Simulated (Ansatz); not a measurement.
Consider the following.

HfSiSe (space group P4/nmm)

```
HfSiSe
1.0
    3.55189     0.00000     0.00000
    0.00000     3.55189     0.00000
    0.00000     0.00000    16.34844
Hf Si Se
4 4 4
Direct
  0.00000   0.50000   0.37184
  0.00000   0.50000   0.87184
  0.50000   0.00000   0.12816
  0.50000   0.00000   0.62816
  0.00000   0.00000   0.00000
  0.00000   0.00000   0.50000
  0.50000   0.50000   0.00000
  0.50000   0.50000   0.50000
  0.50000   0.00000   0.31029
  0.50000   0.00000   0.81029
  0.00000   0.50000   0.18971
  0.00000   0.50000   0.68971
```

The atoms are displaced by Q × the pattern below (from a DFPT mode at Z = (0.0, 0.0, 0.5), largest move 1; Q in Å), at fixed cell. (q is in reciprocal vectors of the primitive cell; the cell shown is doubled to hold the pattern.)

| atom | x | y | z |
|---|---|---|---|
| Hf1 | 0.000 | 0.000 | 0.256 |
| Hf2 | 0.000 | 0.000 | -0.256 |
| Hf3 | 0.000 | 0.000 | -0.256 |
| Hf4 | 0.000 | 0.000 | 0.256 |
| Si5 | 0.000 | 0.000 | -0.220 |
| Si6 | 0.000 | 0.000 | 0.220 |
| Si7 | 0.000 | 0.000 | -0.220 |
| Si8 | 0.000 | 0.000 | 0.220 |
| Se9 | 0.000 | 0.000 | -1.000 |
| Se10 | 0.000 | 0.000 | 1.000 |
| Se11 | 0.000 | 0.000 | 1.000 |
| Se12 | 0.000 | 0.000 | -1.000 |

Computed with LDA (plane waves to 420 eV, PAW, scalar-relativistic; Ansatz, a program for electronic structure). k mesh 13×13×3 (Γ-centred), Fermi-Dirac smearing 0.05 eV. Energies are smeared free energies. With partly filled bands, energies and forces of such displacements shift with the k mesh and the smearing. HfSiSe is run without spin polarisation. HfSiSe was relaxed with its symmetry unable to fall. Spin-orbit coupling is left out, though Hf is heavy. The zero of ΔE is the undisplaced structure.

The scan covers Q from -0.180 to 0.180 Å in 13 points.

What is the energy change at Q = 0.180 Å?

773 meV/cell.

What harmonic wavenumber does the curvature at Q = 0 give?

190 cm⁻¹.

(For displaced atoms, the force is minus the slope of the energy, and its curvature is a force constant, which sets phonon frequencies.)
